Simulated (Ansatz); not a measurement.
Ga₂BiAs:
```xyz
4
Lattice="4.2385 0.0000 0.0000 0.0000 4.2385 0.0000 0.0000 0.0000 6.0423" Properties=species:S:1:pos:R:3 pbc="T T T"
Ga     2.1193     0.0000     4.3840
Ga     0.0000     2.1193     1.6582
Bi     0.0000     0.0000     0.0000
As     2.1193     2.1193     3.0211
```

This is the r²SCAN-relaxed structure.

Task: All from r²SCAN in the plane-wave PAW code Ansatz, unless another level is named. Give the bulk modulus (Birch–Murnaghan fit).

Result: 54.0 GPa.

Task: And the highest zone-centre frequency?

Result: 229 cm⁻¹.

Space group P-4m2. The workflow started from a Materials Project entry (that database holds measured and hypothetical structures alike); the Crystallography Open Database copy checked does not list it. Whether it is the stable phase at ambient conditions was not checked. Symmetry was held in the r²SCAN relaxation; of distortions, only those at the zone centre were tested. As this level gives no gap, phonon frequencies hold no LO–TO term and depend on the k-mesh and smearing (Fermi–Dirac, 0.1 eV here). Scalar-relativistic: spin–orbit coupling is off unless named, which matters more the heavier the elements.

Potentials: the later of the program's two PAW sets.
